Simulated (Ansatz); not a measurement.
Si2Mo:
```
CELL_PARAMETERS angstrom
     -1.60081     1.60081     3.90933
      1.60081    -1.60081     3.90933
      1.60081     1.60081    -3.90933
ATOMIC_POSITIONS crystal
  Mo 0.00000 0.00000 0.00000
  Si 0.33527 0.33527 0.00000
  Si 0.66473 0.66473 0.00000
```

Relaxed with r²SCAN. Special points in fractions of this cell's reciprocal vectors: Γ (0.000, 0.000, 0.000); X (0.000, 0.000, 0.500); P (0.250, 0.250, 0.250); N (0.000, 0.500, 0.000); M (0.500, 0.500, -0.500); S (0.292, 0.708, -0.292); S0 (-0.292, 0.292, 0.292); R (-0.084, 0.084, 0.500); G (0.500, 0.500, -0.084).

### Question
List the band energies nearest the Fermi level at these points for the program Ansatz at the r²SCAN level (PAW).

### Answer
In eV from the Fermi level; about four levels below and three above (degenerate sets whole), none deeper than 8.9 eV; points with the same levels are listed once.

| k | below | above |
|---|---|---|
| Γ | -3.45 -3.10 -2.79 -2.79 | 0.36 3.41 3.49 |
| X | -5.34 -4.69 -3.23 -1.39 | 2.60 3.03 3.45 |
| P | -6.42 -2.87 -2.25 -2.25 | 0.52 2.60 4.26 4.26 |
| N | -4.81 -2.77 -2.65 -0.55 | 2.53 3.29 4.48 |
| M | -0.60 -0.60 -0.55 -0.55 | 0.50 5.18 5.83 |
| S | -2.88 -2.67 -2.39 -0.44 | 1.74 3.20 3.83 |
| R | -4.71 -3.94 -3.10 -1.97 | 2.02 2.27 2.89 |

Space group I4/mmm (MoSi2 or CaC2 type). The cell was relaxed with r²SCAN under the symmetry of its start. The run is not spin-polarised. Scalar-relativistic: spin–orbit coupling is off unless named, which matters more the heavier the elements.

Potentials: the later of the program's two PAW sets.
